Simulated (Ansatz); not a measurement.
HfC:
```
CELL_PARAMETERS angstrom
      0.00000     2.32562     2.32562
      2.32562     0.00000     2.32562
      2.32562     2.32562     0.00000
ATOMIC_POSITIONS crystal
  C  0.00000 0.00000 0.00000
  Hf 0.50000 0.50000 0.50000
```

Relaxed with PBE.

### Question
Map the valence electron density (e/Å³), cut off at 3 on the plane through (0.000, 0.000, 0.000) spanned by u = [1, 0, 0] and v = [0, 1, -1] in lattice vectors, from PBE (plane waves, PAW; program Ansatz).

### Answer
x is the fraction of u, y of v (the angle between them is 90°; rows are the nearest grid lines); atoms in the plane: C at (0.00, 0.00), Hf at (0.50, 0.50).
```
y \ x   0.000  0.0625  0.188  0.250  0.375  0.438  0.562  0.625  0.750  0.812  0.938   1.00
------  -----  ------  -----  -----  -----  -----  -----  -----  -----  -----  -----  -----
1.00     1.66    1.72   1.10  0.666  0.268  0.201  0.201  0.268  0.666   1.10   1.72   1.66
0.938    1.73    1.71   1.03  0.634  0.270  0.207  0.207  0.270  0.634   1.03   1.71   1.73
0.875    1.57    1.48  0.843  0.556  0.294  0.254  0.254  0.294  0.556  0.843   1.48   1.57
0.750   0.666   0.634  0.485  0.494   1.16   1.76   1.76   1.16  0.494  0.485  0.634  0.666
0.688   0.406   0.397  0.423  0.689   3.00   3.00   3.00   3.00  0.689  0.423  0.397  0.406
0.625   0.268   0.270  0.447   1.16   3.00   3.00   3.00   3.00   1.16  0.447  0.270  0.268
0.562   0.201   0.207  0.521   1.76   3.00   3.00   3.00   3.00   1.76  0.521  0.207  0.201
0.438   0.201   0.207  0.521   1.76   3.00   3.00   3.00   3.00   1.76  0.521  0.207  0.201
0.375   0.268   0.270  0.447   1.16   3.00   3.00   3.00   3.00   1.16  0.447  0.270  0.268
0.312   0.406   0.397  0.423  0.689   3.00   3.00   3.00   3.00  0.689  0.423  0.397  0.406
0.250   0.666   0.634  0.485  0.494   1.16   1.76   1.76   1.16  0.494  0.485  0.634  0.666
0.125    1.57    1.48  0.843  0.556  0.294  0.254  0.254  0.294  0.556  0.843   1.48   1.57
0.0625   1.73    1.71   1.03  0.634  0.270  0.207  0.207  0.270  0.634   1.03   1.71   1.73
0.000    1.66    1.72   1.10  0.666  0.268  0.201  0.201  0.268  0.666   1.10   1.72   1.66
```

The density is the valence pseudo-density with augmentation charge, so density and ELF within about 1 Å of a nucleus are not all-electron values.

Space group Fm-3m (rock salt). The cell was relaxed with PBE under the symmetry of its start; of distortions, only those at the zone centre were tested. No spin polarisation was allowed. Spin–orbit coupling is left out wherever it is not named.

Potentials: the later of the program's two PAW sets.
